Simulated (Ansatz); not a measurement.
Sc$_{2}$Si$_{2}$O$_{7}$ (space group C2/m)

```
CELL_PARAMETERS angstrom
      3.20902    -4.19740     0.00000
      3.20902     4.19740     0.00000
     -1.01020     0.00000     4.54726
ATOMIC_POSITIONS crystal
  Sc 0.30900 0.69100 0.00000
  Sc 0.69100 0.30900 0.00000
  Si 0.22713 0.22713 0.40824
  Si 0.77287 0.77287 0.59176
  O  0.92210 0.60321 0.78741
  O  0.07790 0.39679 0.21259
  O  0.39679 0.07790 0.21259
  O  0.60321 0.92210 0.78741
  O  0.00000 0.00000 0.50000
  O  0.60225 0.60225 0.27786
  O  0.39775 0.39775 0.72214
```

A phonon eigenvector at Γ is frozen into this cell: atom i moves by Q times the vector below, so Q is the largest atomic displacement, in Å. The cell is held.

```csv
atom,x,y,z
Sc1,0.000,0.010,0.000
Sc2,0.000,-0.010,0.000
Si3,0.174,0.000,-0.625
Si4,-0.174,0.000,0.625
O5,0.131,0.802,-0.583
O6,-0.131,-0.802,0.583
O7,-0.131,0.802,0.583
O8,0.131,-0.802,-0.583
O10,-0.162,0.000,-0.204
O11,0.162,0.000,0.204
```

Atoms not listed stay in place.

Method: LDA (plane waves to 420 eV, PAW, scalar-relativistic; Ansatz, an electronic-structure program). k mesh 6×6×6 (Γ-centred), Fermi-Dirac smearing 0.05 eV. Energies are smeared free energies. Sc2Si2O7 is run without spin polarisation. Sc2Si2O7 was relaxed with its symmetry unable to fall. The zero of ΔE is the undisplaced structure.

```
Q (Å)   ΔE (meV/cell)
------  -------------
-0.180           3654
-0.150           2614
-0.120           1729
-0.090           1009
-0.060       withheld
-0.030            122
0.000               0
0.030             135
0.060             570
0.090            1358
0.120            2566
0.150            4272
0.180            6573
```

Fit a polynomial form (powers 2, 3, 4) to the given rows and predict ΔE at Q = -0.060.

Least squares on the 12 given rows: ΔE = (142100)·Q² + (248600)·Q³ + (483800)·Q⁴, in meV/cell with Q in Å; root-mean-square residual 7.8 meV/cell. At -0.060 the fit gives 464 meV/cell; the calculation gives 467 meV/cell, so the interpolation is off by -3 (-0.6 %). The quadratic term alone would give 512 meV/cell.

(A displaced cell: forces are minus the slopes of the energy, force constants its curvatures, and phonons follow from these.)
